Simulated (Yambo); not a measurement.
```
KI
1.0
    0.00000     3.39698     3.39698
    3.39698     0.00000     3.39698
    3.39698     3.39698     0.00000
K I
1 1
Direct
  0.00000   0.00000   0.00000
  0.50000   0.50000   0.50000
```

KI (rock salt, space group Fm-3m, No. 225) under isotropic strain of -3 % on all lattice vectors: mean Im ε in 1 eV windows above the direct gap of 6.35 eV, for different electron-hole kernels (Yambo, broadening 0.15 eV, PBEsol (pw.x of Quantum ESPRESSO, ONCV potentials, scalar-relativistic) bands; 8×8×8 mesh, 3 valence and 6 conduction bands, static screening with 40 bands and a 4 Ry block, scissor 2.26 eV, Tamm-Dancoff; field along x).

```tsv
window (eV)	independent quasiparticles	BSE
6.3 to 7.3	0.8	4.9
7.3 to 8.3	3.9	2.7
8.3 to 9.3	5.2	4.8
9.3 to 10.3	4.9	3.3
10.3 to 11.3	4.1	1.8
```

This run doesn't resolve bound excitons or single peaks, so only averages are given, and they too depend on the mesh; weight that the attraction moves below the gap isn't listed. All transitions below 11.94 eV are in the band window. The scissor comes from a G0W0 run whose convergence isn't established.

Spin-orbit coupling is left out, which matters for elements this heavy: edges can move by tenths of an eV.

Geometry strained from the cell relaxed with PBEsol, atoms relaxed again.
